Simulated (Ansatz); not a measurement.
Nb: from a starting cell to a relaxed one

The start is a relaxed Nb cell displaced along its unstable phonon at q = Γ (47i cm⁻¹), largest move 0.15 Å. The cell and all atomic positions are relaxed at zero pressure with PBE (plane waves to 420 eV, PAW, scalar-relativistic; Ansatz, an electronic-structure program). The first steps use a coarse 7×4×12 k-mesh.

Starting cell:
```yaml
crystal:
  lattice:
    - [4.75312, 0.00000, 0.00000]
    - [0.00000, 8.33677, 0.00000]
    - [0.00000, 0.00000, 2.77262]
  atoms:
    - { symbol: Nb, position: [0.50000, 0.50021, 0.01515] }
    - { symbol: Nb, position: [0.00000, 0.00021, 0.98485] }
    - { symbol: Nb, position: [0.00000, 0.67091, 0.58887] }
    - { symbol: Nb, position: [0.50000, 0.17091, 0.41113] }
    - { symbol: Nb, position: [0.50000, 0.82888, 0.30293] }
    - { symbol: Nb, position: [0.00000, 0.32888, 0.69707] }
```

Task: By how much does the energy per atom fall from start to end?

Result: 0.01 eV/atom.

Task: Is the parent structure recovered?

Result: It does not go back: it reaches Pnnm (No. 58), 0.01 eV/atom below the parent.

Task: How do the shortest distances between atoms change?

Result: The closest pairs of elements (up to four, under 3.6 Å), start → end: Nb–Nb 2.77 → 2.78 Å.

Task: Is the relaxed structure metallic? Give its gap.

Result: No gap (metallic).

Task: Give the final cell and atomic positions.

Result: 
Space group Pnnm (No. 58); a = 2.7808 Å, b = 8.3177 Å, c = 4.7385 Å, α = β = γ = 90.00°

| atom | site | symmetry | x | y | z |
|---|---|---|---|---|---|
| Nb | 4g | ..m | 0.2823 | 0.3342 | 0.0000 |
| Nb | 2d | ..2/m | 0.5000 | 0.0000 | 0.0000 |

Final values are on a 17×6×10 k-mesh of the relaxed cell. No spin polarisation in the result.

The run could not lose the symmetry of its start, so the end can be a saddle point.

The relaxed structure here is a generated cell of Nb: the first start was made by placing the elements on the sites of a structure type, and the end was not matched to a known phase here, so it may be hypothetical. Known forms of Nb include space group No. 229.
